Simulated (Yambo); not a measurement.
G0W0@LDA for CsHgF₃ (cubic perovskite, space group Pm-3m, No. 221) in Yambo. Reference settings: 4×4×4 Γ-centred k mesh, bands 5 to 147 and a 7 Ry block in the screening, 147 bands in G with the Bruneval-Gonze terminator, plasmon pole fitted at 27.2 eV. The LDA gap R → Γ on this mesh is 0.45 eV; G0W0 gaps are taken between the same points.

The settings were changed. The gap went from 2.47 eV to 2.79 eV, and the shift of the valence edge from -1.00 eV to -1.11 eV.

Problem. What was changed between the two runs?
(A) 2×2×2 mesh
(B) 42 bands in W, 42 bands in G, 3 Ry block
(C) 85 bands in W, 85 bands in G, 3 Ry block
(D) 42 bands in W, 42 bands in G, 2 Ry block

Solution. C, 85 bands in W, 85 bands in G, 3 Ry block. The others gave (gap, valence shift): 2×2×2 mesh: 2.47, -0.91 eV; 42 bands in W, 42 bands in G, 2 Ry block: 3.96, -1.70 eV; 42 bands in W, 42 bands in G, 3 Ry block: 3.58, -1.29 eV.

Spin-orbit coupling is not included.

Geometry of the Materials Project entry, not relaxed at this level; primitive cell a = 4.5954 Å, b = 4.5954 Å, c = 4.5954 Å, α = 90.00°, β = 90.00°, γ = 90.00°.

A shift is the quasiparticle energy of the state minus its LDA energy.
